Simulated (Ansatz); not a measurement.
# Equation of state of zinc, fcc

Level of theory: DFT, LDA (PW92), plane waves (420 eV) with PAW, scalar-relativistic (Ansatz). (PAW data from PBE, frozen cores regenerated.)

The cell is scaled uniformly from the relaxed one, with fractional coordinates and shape fixed. Energies are extrapolated to zero smearing, pressures are those at the given smearing. Magnetic state: spin not included.

| V (Å³/atom) | E − E₀ (meV/atom) | P (GPa) |
| --- | --- | --- |
| 11.934 | 73.4 | 17.20 |
| 12.477 | 28.4 | 9.84 |
| 13.019 | 5.7 | 4.10 |
| 13.562 | 0.1 | -0.35 |
| 14.104 | 7.8 | -3.79 |
| 14.647 | 25.7 | -6.45 |
| 15.189 | 51.4 | -8.49 |

Question: Fit a third-order Birch-Murnaghan equation.

Answer: V₀ = 13.50 Å³/atom, B₀ = 100 GPa, B₀′ = 5.4.
